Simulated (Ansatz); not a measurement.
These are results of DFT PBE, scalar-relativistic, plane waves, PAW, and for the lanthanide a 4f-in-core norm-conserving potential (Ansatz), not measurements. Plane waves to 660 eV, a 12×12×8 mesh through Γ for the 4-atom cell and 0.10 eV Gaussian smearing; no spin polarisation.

The zero of energy is the elements' standard structures at the same level; no fitted shifts are applied.

Question: Suggest a trial structure for a trigonal metal with formula PrCuAs2, with a formation energy near −0.47 eV/atom and a density near 6.82 g/cm³, in a cell of 4 atoms.

Answer: PrCuAs2, space group P-3m1 (No. 164). Around Pr lie 6 As at 3.04 Å, 2 Cu at 3.28 Å and 6 Pr at 3.90 Å; around Cu lie 6 As at 2.57 Å and 2 Pr at 3.28 Å; around As lie 3 Cu at 2.57 Å and 3 Pr at 3.04 Å.

```yaml
crystal:
  lattice:
    - [3.89679, 0.00000, 0.00000]
    - [-1.94839, 3.37472, 0.00000]
    - [0.00000, 0.00000, 6.56269]
  atoms:
    - { symbol: Pr, position: [0.00000, 0.00000, 0.50000] }
    - { symbol: Cu, position: [0.00000, 0.00000, 0.00000] }
    - { symbol: As, position: [0.33333, 0.66667, 0.18943] }
    - { symbol: As, position: [0.66667, 0.33333, 0.81057] }
```

| Property | Result |
| --- | --- |
| Volume per atom | 21.58 Å³ |
| Density | 6.82 g/cm³ |
| Energy over the elements | −0.47 eV/atom |
| Gap on the 12×12×8 mesh of the 4-atom cell | 0 eV (a metal) |

It was reached by relaxing an invented guess, and it needn't be the stable form of this composition. The answer needn't be unique; the calculation gave this one.

The reference form of As is held partly by dispersion forces, which this level lacks. A structure relaxed within its symmetry needn't be a true minimum.

The lanthanide is trivalent by construction, without f bands, f moments or other valences. The reference runs of the other elements, and any phases without the lanthanide, used 420 eV, which shifts energies against them by under 10 meV/atom. The lanthanide's reference is the lowest of its hcp, dhcp and fcc cells.
